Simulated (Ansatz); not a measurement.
**RuS2 — electric field gradients**

The cell is a structure deposited in the COD, ions relaxed with PBE at fixed cell.

Space group Pa-3 (No. 205); a = 5.6106 Å.

```csv
site,Wyckoff,site symmetry,x,y,z
Ru,4a,.-3.,0.0000,0.0000,0.0000
S,8c,.3.,0.3868,0.3868,0.3868
```

One atom of each set is listed.

All values are calculated (Ansatz; DFT, PBE, plane waves and PAW, scalar-relativistic, collinear spin, 420 eV cutoff, Γ-centred 5×5×5 k-points, Fermi–Dirac smearing 0.02 eV), not measured. Start moments as typed (μB): 2 on each Ru, none on the rest.

Conventions: |V_zz| ≥ |V_yy| ≥ |V_xx|, η = (V_xx − V_yy)/V_zz, C_Q = eQV_zz/h.

⁹⁹Ru: I = 5/2, Q = 79.00 mb; ³³S: I = 3/2, Q = -69.40 mb. Q values from Pyykkö, Mol. Phys. 116, 1328 (2018).

(1) What field gradients does the calculation give at each kind of site?

## Answers

(1) 

```tsv
site	atoms	first shell	V_zz (10²¹ V/m²)	η	C_Q (MHz)
Ru	4	6 S at 2.35 Å	-4.89	0.00	-9.33
S	8	1 S at 2.20 Å, 3 Ru at 2.35 Å	14.43	0.00	-24.2
```

An axis of threefold or higher order runs through Ru and S, so V_zz lies along it and η is zero. The structure holds S–S bonds (2.20 Å).

Without spin–orbit coupling (the program notes it for Ru) the gradients can shift somewhat, as the gap is small. With these PAW files V_zz is typically within 2 to 3 % of all-electron values, but misses above 10 % occur on Ru. The start moments die out, and the run ends without spin.

The relaxation (4 steps) took 2.2 min of wall time (2.1 min of CPU time) and 0.6 GiB at its peak, on 1 thread of Arm Neoverse N1 (aarch64; 36 cores open to the job, memory cap 3.0 GiB, no GPU), a shared host with a load of 0.9 a core.
